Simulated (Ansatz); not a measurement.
Polymorphs of ZrIr, each relaxed with plane-wave PAW PBEsol (Ansatz code):

A: CsCl type (Pm-3m)
a = b = c = 3.2684 Å, α = β = γ = 90.00°

```tsv
atom	site	symmetry	x	y	z
Zr	1b	m-3m	0.5000	0.5000	0.5000
Ir	1a	m-3m	0.0000	0.0000	0.0000
```

B: rock salt (Fm-3m)
a = 5.3629 Å, b = 5.3629 Å, c = 5.3629 Å, α = 90.00°, β = 90.00°, γ = 90.00°

```tsv
atom	site	symmetry	x	y	z
Ir	4a	m-3m	0.0000	0.0000	0.0000
Zr	4b	m-3m	0.5000	0.5000	0.5000
```

Problem. Rank these by energy per atom at 0 K (lowest first), as PBEsol gives it.

Solution. A (+0 meV/atom), B (+332 meV/atom)

Typed or built starts, not in the databases checked: B. Standing as an ambient phase not checked: A. Unstable at this level: A. All cells were relaxed under the symmetry of their starts (and spin orders); stability against distortions was not tested throughout. Rows with no word on spin ran without spin polarisation. Spin–orbit coupling is left out wherever it is not named.

Energies hold the estimated change up to a 700 eV cutoff; steps of a few meV lie near the error of the meshes.

Potentials: the later of the program's two PAW sets.
